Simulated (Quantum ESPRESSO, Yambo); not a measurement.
ZnS (zinc blende, space group F-43m, No. 216): static response along x against the Γ-centred k mesh (Yambo on PBEsol (pw.x of Quantum ESPRESSO, ONCV potentials, without SOC) bands; 35 bands, 4 Ry block). The smallest direct PBEsol gap is 2.09 eV.

```json
[
 {"k mesh": "6×6×6", "ε(0), independent particles": "6.91", "ε(0), RPA with local fields": "6.24"},
 {"k mesh": "8×8×8", "ε(0), independent particles": "6.58", "ε(0), RPA with local fields": "5.91"},
 {"k mesh": "10×10×10", "ε(0), independent particles": "6.50", "ε(0), RPA with local fields": "5.83"},
 {"k mesh": "14×14×14", "ε(0), independent particles": "?", "ε(0), RPA with local fields": "?"}
]
```

What does the densest mesh give?


- 14×14×14, ε(0), independent particles: 6.48
- 14×14×14, ε(0), RPA with local fields: 5.81

The last step changes the RPA value by 0.4 %. Electronic response only; costs are rough.

Geometry relaxed with PBEsol; primitive cell a = b = c = 3.7870 Å, α = β = γ = 60.00°.
